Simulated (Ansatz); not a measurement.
## Calculated with Ansatz: AgGePt, single run

Input:

```yaml
crystal:
  lattice:
    - [2.039122, 3.531862, 0.0]
    - [-2.039122, 3.531862, 0.0]
    - [0.0, 0.0, 7.507118]
  atoms:
    - { symbol: Ag, position: [0.3333, 0.3334, 0.25] }
    - { symbol: Ag, position: [0.6666, 0.6667, 0.75] }
    - { symbol: Ge, position: [0.3333, 0.3334, 0.75] }
    - { symbol: Ge, position: [0.6666, 0.6667, 0.25] }
    - { symbol: Pt, position: [0.0, 0.0, 0.0] }
    - { symbol: Pt, position: [0.0, 0.0, 0.5] }
  symmetry: { tolerance: 0.0003 }
kpoints:
  mp_grid: { grid: [5, 5, 3], shift: [0, 0, 0] }
magnetization:
  spin_polarized: false
scf:
  occupations: { method: fermi_dirac }
hamiltonian:
  pseudopotentials: { kind: paw }
  xc: pbe
basis:
  ecutwfc: "29.4 Ry"
  xc_grid: 1
output:
  forces: true
  stress: true
  eigenvalues: true
  write_density: true
  write_potential: true
  elf: true
  volumetric_format: npy
```

Run with:

```bash
ansatz run input.yaml --threads 1 --pin off --max-ram 2560MiB --backend cpu --events-out ev --progress --plain --runs-dir out
```

Origin of the cell: a known structure type with other elements, at an estimated volume, so it need not be a known compound.

The smearing width isn't typed, so it takes its default of 0.1 eV.

Output (shortened):

```
Warning: the atoms were moved onto the symmetric positions of the space group found under crystal.symmetry.tolerance 3.0e-4 (fractional; no operation is sought that the atoms, as they stand i […]
Warning: basis.ecutwfc = 400.007378 eV is below the records' recommended 420 eV, and the density's cutoff is lower with it unless basis.ecutrho_ratio is high enough to keep the records' densi […]
Pseudopotentials: kind: paw
Pseudopotential: Ag, paw, valence charge 19, recommended cutoff 420 eV (normal), Ag.paw.azcp
Pseudopotential: Ge, paw, valence charge 14, recommended cutoff 420 eV (normal), Ge.paw.azcp
Pseudopotential: Pt, paw, valence charge 18, recommended cutoff 420 eV (normal), Pt.paw.azcp
Functional definition: PBE
  exchange = pbe_x(kappa = kappa, mu = beta*pi^2/3)
  correlation = pbe_c(beta = beta)
Crystal: 6 atoms, lattice volume = 108.131 Å³
Basis set: ecut = 400.007378 eV, 1993 PW (Γ)
Bands: 62, of which v1, the nominal top of the filled ones, is band 51 counted from 1 (50 counted from 0)
[… 9 lines left out …]
Initial density: superposition of atomic densities (neutral atoms: chi_scale 0, normalization atom), corrected by the library's trained network
Functional: x = pbe(κ = 0.804, μ = 0.219515), c = pbe(β = 0.066725)
SCF iter   1: F=—  HF=-48814.405429 eV  Δρ=3.21e-3  dr2=6.15e-3  defer=5
SCF iter   2: F=—  HF=-48814.408181 eV  Δρ=1.83e-3  dr2=2.23e-3  defer=6
SCF iter   3: F=—  HF=-48814.408339 eV  Δρ=3.62e-4  dr2=1.32e-4  defer=6
SCF iter   4: F=—  HF=-48814.408332 eV  Δρ=1.33e-4  dr2=2.98e-5  defer=6
SCF iter   5: F=—  HF=-48814.408338 eV  Δρ=4.83e-5  dr2=1.94e-6  defer=6
SCF iter   6: F=—  HF=-48814.408338 eV  Δρ=1.34e-5  dr2=1.60e-7  defer=6
SCF iter   7: F=-48814.408338 eV  HF=-48814.408338 eV  Δρ=6.27e-6  dr2=3.28e-8
SCF 1 converged in 7 iterations: F = -48814.408338 eV  dr2 = 3.28e-8
SCF converged after 7 iterations
Free energy (F): -48814.408338 eV
Harris-Foulkes:  -48814.408338 eV  (|F-HF|=7.79e-8)
Internal energy: -48814.300399 eV  (E = F + TS)
E sigma→0 (E₀):  -48814.354368 eV
Entropy (-TS):   -0.107939 eV (-17.990 meV/atom)
Fermi energy:    15.585211 eV
--- Per-component energies (eV) ---
  E_band       = -1195.741880
  E_kinetic    = 2552.183714
  E_local      = -12865.910352  (includes V_loc(G=0)·N_el)
  E_nonlocal   = 1395.080775
  E_hartree    = 5471.766228
  E_xc         = -1043.654894
  E_vxc        = -1203.537630  (∫ρ·V_xc dr)
  E_paw        = -30747.385166  (= ΣΔE_a)
  E_vpaw       = -2017.106163  (= ΣTr[D̂ρ^β])
  E_aug_tail   = 0.002558  (compensation charges beyond the density's cutoff)
  E_ewald      = -13576.383262
  E_smearing   = -0.107939  (= −TS)
  Σ components = -48814.408338   (vs F -48814.408338, Δ=0.00e0)
--- Forces (eV/Å), atoms counted from 1 ---
  atom   1  Ag     0.000000     0.000000     0.000000
  atom   2  Ag    -0.000000    -0.000000     0.000000
  atom   3  Ge    -0.000000     0.000000     0.000000
  atom   4  Ge    -0.000000    -0.000000     0.000000
  atom   5  Pt    -0.000000     0.000000    -0.000000
  atom   6  Pt     0.000000    -0.000000     0.000000
  max |Σ_I F_I| component: 1.85e-17 eV/Å
--- Stress (GPa, compression-positive) ---
       12.007232       0.000000       0.000000
       -0.000000      12.007232       0.000000
        0.000000       0.000000     -13.346843
  P = ⅓ Tr σ = 3.5559 GPa (35.559 kbar)
```

Caveats: no moments, though an odd count or open d shells may carry them; no spin-orbit coupling, though heavy elements are present; the cutoff lies below the datasets' advice; the k mesh is coarse if the cell is a metal.

Time: 1.8 s on 1 thread of AMD EPYC 9R45 96-Core Processor (Zen 5), on a shared host, peak memory 0.44 GiB, from the program's own first density.
